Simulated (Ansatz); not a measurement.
H (bcc (W type), Im-3m) under volume change, the program Ansatz at the r²SCAN level (PAW), scaled uniformly.

| V (Å³/atom) | E − E(relaxed) (meV/atom) | P (GPa) |
|---|---|---|
| 2.662 | 9.6 | 12.42 |
| 2.750 | 4.1 | 7.74 |
| 2.838 | 1.0 | 3.62 |
| 2.925 | 0.0 | 0.00 |
| 3.013 | 0.9 | -3.19 |
| 3.101 | 3.4 | -6.01 |
| 3.189 | 7.4 | -8.50 |

Task: What does a third-order Birch–Murnaghan fit give for V₀, B₀ and B′?

Result: V₀ = 2.93 Å³/atom, B₀ = 113 GPa, B′ = 3.2.

A made-up cell: these elements were put on the sites of a structure type; the Crystallography Open Database files this formula in space group No. 229, but the cells were not matched. It is not the usual solid phase (space group No. 194). Symmetry was held in the r²SCAN relaxation. At this level the phase is mechanically unstable. The substance is a gas or liquid at ambient conditions.

Potentials: the later of the program's two PAW sets.
